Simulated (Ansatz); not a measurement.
Re:
```
Re
1.0
    2.73802     0.00000     0.00000
   -1.36901     2.37119     0.00000
    0.00000     0.00000     8.82410
Re
4
Direct
  0.00000   0.00000   0.00000
  0.00000   0.00000   0.50000
  0.33333   0.66667   0.25000
  0.66667   0.33333   0.75000
```

Relaxed with plane-wave PAW LDA (Ansatz code). Indices refer to the conventional cell of P6_3/mmc, a = b = 2.738 Å, c = 8.824 Å, α = β = 90.00°, γ = 120.00°.

Q: Simulate the powder diffraction pattern (Cu Kα, λ = 1.54184 Å; lines above 1 %) up to 2θ = 90°.

A: Simulated powder pattern, Cu Kα, λ = 1.54184 Å (kinematic, ideal powder, no thermal factors, no anomalous dispersion; the 30 strongest lines at most, above 1 %, up to 2θ = 90°):

```
2θ (°)  d (Å)  I/Imax (%)         hkl
------  -----  ----------  ----------
37.95   2.371         8.0  (1 0 -1 0)
39.35   2.290          43  (1 0 -1 1)
40.91   2.206          35      (0004)
43.32   2.089         100  (1 0 -1 2)
49.37   1.846          23  (1 0 -1 3)
57.02   1.615         5.0  (1 0 -1 4)
65.99   1.416         9.9  (1 0 -1 5)
68.54   1.369          24  (1 1 -2 0)
76.17   1.250          20  (1 0 -1 6)
82.00   1.175         5.5  (2 0 -2 1)
83.02   1.163          29  (1 1 -2 4)
84.65   1.145          16  (2 0 -2 2)
87.67   1.113         4.8  (1 0 -1 7)
88.68   1.103         4.2      (0008)
89.03   1.100         4.7  (2 0 -2 3)
```

The workflow started from a Materials Project entry (that database holds measured and hypothetical structures alike). Its sites differ from those of the usual phase in this space group: another stacking or structure type. The LDA relaxation kept the symmetry of its start; whether a distortion lowers the energy is not shown. The run is not spin-polarised. Axis ratios of metals converge slowly with the k-mesh, so a and c are less sure than the volume. Scalar-relativistic: spin–orbit coupling is off unless named, which matters more the heavier the elements.

Potentials: the later of the program's two PAW sets.
